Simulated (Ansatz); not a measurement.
**Structure relaxation, Pt**

The start is a randomly generated symmetric cell of Pt (space group No. 71). The cell and all atomic positions are relaxed at zero pressure with PBE (plane waves to 420 eV, PAW, scalar-relativistic; Ansatz, an electronic-structure program). The first steps use a coarse 19×19×19 k-mesh.

Initial structure:
```
CELL_PARAMETERS angstrom
     -1.13572     1.21760     2.72921
      1.13572    -1.21760     2.72921
      1.13572     1.21760    -2.72921
ATOMIC_POSITIONS crystal
  Pt 0.50000 0.50000 0.00000
```

### Question
What pressure does the first self-consistent step give?

### Answer
+69.9 GPa (positive: the cell is compressed).

### Question
Does the structure survive the relaxation? Give the final space group.

### Answer
The space group goes from Immm (No. 71) to Fm-3m (No. 225); the end is fcc (Cu type), with 1 atom in the primitive cell.

### Question
By how much does the energy per atom fall from start to end?

### Answer
1.62 eV/atom.

### Question
How does the volume per atom move from start to end?

### Answer
+3.6 %, from 15.10 to 15.64 Å³/atom.

### Question
How do the shortest distances between atoms change?

### Answer
The closest pairs of elements (up to four, under 3.6 Å), start → end: Pt–Pt 2.27 → 2.81 Å.

Final values are on a 20×20×20 k-mesh of the relaxed cell. No spin polarisation in the result.

The run could not lose the symmetry of its start.
